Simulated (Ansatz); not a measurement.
Geometry optimisation in Ansatz: input, command and trajectory.

```yaml
crystal:
  lattice:
    - [0.0, 3.521, 3.521]
    - [3.521, 0.0, 3.521]
    - [3.521, 3.521, 0.0]
  atoms:
    - { symbol: Mg, position: [0.75, 0.75, 0.75] }
    - { symbol: Cu, position: [0.375, 0.875, 0.375] }
    - { symbol: Cu, position: [0.375, 0.375, 0.875] }
    - { symbol: Cu, position: [0.375, 0.375, 0.375] }
    - { symbol: Cu, position: [0.875, 0.375, 0.375] }
    - { symbol: Sn, position: [0.0, 0.0, 0.0] }
basis:
  ecutwfc: 500
kpoints:
  mp_grid: { grid: [10, 10, 10] }
hamiltonian:
  xc: r2scan
scf:
  occupations: { method: gaussian, width: 0.1 }
output:
  forces: true
  stress: true
  eigenvalues: true
  write_density: true
  write_potential: true
  elf: true
  volumetric_format: npy
relax:
  adjacent_minimum: "off"
  f_tol: 0.005
  max_steps: 80
  cell: { stress_tol: 0.05 }
```

```bash
ansatz run input.yaml --threads 1 --pin off --max-ram 2560MiB --backend cpu --events-out ev --progress --plain --runs-dir out
```

All numbers below come from DFT r2SCAN, scalar-relativistic, plane waves, PAW (Ansatz 0.2.0).

Of 5 frames 5 are shown, positions in Å and forces in eV/Å; the SCF threshold varies from step to step. Steps run on the plane waves of an earlier cell, with a Pulay correction in the pressure. The basis is chosen afresh for the last frame, the zero of the energies, and at times for earlier ones too; energy and pressure can step there, also at an unchanged geometry. Where two frames share a geometry here, they differ by under 2 meV/atom and 0.3 GPa.

```xyz
6
Lattice="0.0000 3.5210 3.5210 3.5210 0.0000 3.5210 3.5210 3.5210 0.0000" Properties=species:S:1:pos:R:3:forces:R:3 pbc="T T T" step=1 free_energy_over_end_meV_per_atom=2.81 pressure_GPa=-2.47
Mg    5.2815    5.2815    5.2815    0.0000    0.0000    0.0000
Cu    4.4013    2.6408    4.4013   -0.0725    0.0725   -0.0725
Cu    4.4013    4.4013    2.6408   -0.0725   -0.0725    0.0725
Cu    2.6408    2.6408    2.6408    0.0725    0.0725    0.0725
Cu    2.6408    4.4013    4.4013    0.0725   -0.0725   -0.0725
Sn    0.0000    0.0000    0.0000    0.0000    0.0000    0.0000
6
Lattice="0.0000 3.4994 3.4994 3.4994 0.0000 3.4994 3.4994 3.4994 0.0000" Properties=species:S:1:pos:R:3:forces:R:3 pbc="T T T" step=2 free_energy_over_end_meV_per_atom=0.07 pressure_GPa=-0.46
Mg    5.2491    5.2491    5.2491    0.0000    0.0000    0.0000
Cu    4.3728    2.6260    4.3728   -0.0429    0.0429   -0.0429
Cu    4.3728    4.3728    2.6260   -0.0429   -0.0429    0.0429
Cu    2.6260    2.6260    2.6260    0.0429    0.0429    0.0429
Cu    2.6260    4.3728    4.3728    0.0429   -0.0429   -0.0429
Sn    0.0000    0.0000    0.0000    0.0000    0.0000    0.0000
6
Lattice="0.0000 3.4942 3.4942 3.4942 0.0000 3.4942 3.4942 3.4942 0.0000" Properties=species:S:1:pos:R:3:forces:R:3 pbc="T T T" step=3 free_energy_over_end_meV_per_atom=-0.11 pressure_GPa=0.05
Mg    5.2414    5.2414    5.2414    0.0000    0.0000    0.0000
Cu    4.3650    2.6235    4.3650   -0.0113    0.0113   -0.0113
Cu    4.3650    4.3650    2.6235   -0.0113   -0.0113    0.0113
Cu    2.6235    2.6235    2.6235    0.0113    0.0113    0.0113
Cu    2.6235    4.3650    4.3650    0.0113   -0.0113   -0.0113
Sn    0.0000    0.0000    0.0000    0.0000    0.0000    0.0000
6
Lattice="0.0000 3.4947 3.4947 3.4947 0.0000 3.4947 3.4947 3.4947 0.0000" Properties=species:S:1:pos:R:3:forces:R:3 pbc="T T T" step=4 free_energy_over_end_meV_per_atom=-0.12 pressure_GPa=0.00
Mg    5.2421    5.2421    5.2421    0.0000    0.0000    0.0000
Cu    4.3651    2.6243    4.3651   -0.0003    0.0003   -0.0003
Cu    4.3651    4.3651    2.6243   -0.0003   -0.0003    0.0003
Cu    2.6243    2.6243    2.6243    0.0003    0.0003    0.0003
Cu    2.6243    4.3651    4.3651    0.0003   -0.0003   -0.0003
Sn    0.0000    0.0000    0.0000    0.0000    0.0000    0.0000
6
Lattice="0.0000 3.4947 3.4947 3.4947 0.0000 3.4947 3.4947 3.4947 0.0000" Properties=species:S:1:pos:R:3:forces:R:3 pbc="T T T" step=5 free_energy_over_end_meV_per_atom=0.00 pressure_GPa=-0.01
Mg    5.2421    5.2421    5.2421    0.0000    0.0000    0.0000
Cu    4.3651    2.6243    4.3651   -0.0003    0.0003   -0.0003
Cu    4.3651    4.3651    2.6243   -0.0003   -0.0003    0.0003
Cu    2.6243    2.6243    2.6243    0.0003    0.0003    0.0003
Cu    2.6243    4.3651    4.3651    0.0003   -0.0003   -0.0003
Sn    0.0000    0.0000    0.0000    0.0000    0.0000    0.0000
```

The run took 3.4 min on 1 thread of Oxide Virtual Turin-like Processor (Zen 5) (shared host), peak memory 0.77 GiB.